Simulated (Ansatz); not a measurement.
YIn2Ni:
```yaml
crystal:
  lattice:
    - [2.15599, -5.23384, 0.00000]
    - [2.15599, 5.23384, 0.00000]
    - [0.00000, 0.00000, 7.29969]
  atoms:
    - { symbol: Y, position: [0.93247, 0.06753, 0.25000] }
    - { symbol: Y, position: [0.06753, 0.93247, 0.75000] }
    - { symbol: In, position: [0.64462, 0.35538, 0.45028] }
    - { symbol: In, position: [0.35538, 0.64462, 0.54972] }
    - { symbol: In, position: [0.35538, 0.64462, 0.95028] }
    - { symbol: In, position: [0.64462, 0.35538, 0.04972] }
    - { symbol: Ni, position: [0.21260, 0.78740, 0.25000] }
    - { symbol: Ni, position: [0.78740, 0.21260, 0.75000] }
```

Relaxed with r²SCAN. Special points in fractions of this cell's reciprocal vectors: Γ (0.000, 0.000, 0.000); Y (-0.500, 0.500, 0.000); C0 (-0.292, 0.708, 0.000); Σ0 (0.292, 0.292, 0.000); Z (0.000, 0.000, 0.500); A0 (0.292, 0.292, 0.500); E0 (-0.292, 0.708, 0.500); T (-0.500, 0.500, 0.500); S (0.000, 0.500, 0.000); R (0.000, 0.500, 0.500).

List the band energies nearest the Fermi level at these points for plane-wave PAW r²SCAN (Ansatz code).

In eV from the Fermi level; about four levels below and three above (degenerate sets whole), none deeper than 8.9 eV; points with the same levels are listed once.

```json
[
 {"k": "Γ", "below": "-1.41 -1.07 -0.76 -0.34", "above": "0.40 0.70 0.82"},
 {"k": "Y", "below": "-1.54 -1.51 -1.11 -0.72", "above": "0.60 0.70 1.40"},
 {"k": "C0", "below": "-1.35 -1.34 -0.82 -0.80", "above": "0.07 1.28 1.33"},
 {"k": "Z", "below": "-0.60 -0.60 -0.36 -0.36", "above": "1.14 1.14 1.96 1.96"},
 {"k": "A0", "below": "-1.48 -1.48 -1.07 -1.07", "above": "0.03 0.03 1.16 1.16"},
 {"k": "T", "below": "-0.76 -0.76 0.00 0.00", "above": "0.33 0.33 1.46 1.46"},
 {"k": "S", "below": "-1.29 -1.17 -0.95 -0.08", "above": "0.76 1.40 1.77"},
 {"k": "R", "below": "-1.22 -1.22 -0.65 -0.65", "above": "1.09 1.09 2.06 2.06"}
]
```

Space group Cmcm. The first step of the workflow began from a Materials Project structure, measured or hypothetical; the Crystallography Open Database files this formula in space group No. 63, but the cells were not matched. Its standing as an ambient phase is unchecked. The r²SCAN relaxation kept the symmetry of its start; its stability against distortions is not shown here. No spin polarisation was allowed. Scalar-relativistic: spin–orbit coupling is off unless named, which matters more the heavier the elements.

Potentials: the later of the program's two PAW sets.
